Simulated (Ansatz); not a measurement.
TiC:
```
CELL_PARAMETERS angstrom
      0.00000     2.16427     2.16427
      2.16427     0.00000     2.16427
      2.16427     2.16427     0.00000
ATOMIC_POSITIONS crystal
  Ti 0.00000 0.00000 0.00000
  C  0.50000 0.50000 0.50000
```

Relaxed with r²SCAN. Special points in fractions of this cell's reciprocal vectors: Γ (0.000, 0.000, 0.000); X (0.500, 0.000, 0.500); U (0.625, 0.250, 0.625); K (0.375, 0.375, 0.750); L (0.500, 0.500, 0.500); W (0.500, 0.250, 0.750).

Question: List the band energies nearest the Fermi level at these points for r²SCAN in the plane-wave PAW code Ansatz.

Answer: In eV from the Fermi level; about four levels below and three above (degenerate sets whole), none deeper than 8.9 eV; points with the same levels are listed once.

```
k                    below           above
-  -----------------------  --------------
Γ                        –  0.85 0.85 0.85
X  -3.68 -1.53 -0.13 -0.13  2.75 3.75 3.75
U        -3.64 -3.57 -1.92  1.60 3.37 4.06
L        -6.11 -3.13 -3.13  3.13 3.13 4.37
W        -3.32 -3.32 -2.93  2.99 2.99 3.76
```

Space group Fm-3m (rock salt). The cell was relaxed with r²SCAN under the symmetry of its start. The run is not spin-polarised.

Potentials: the earlier of the program's two PAW sets.
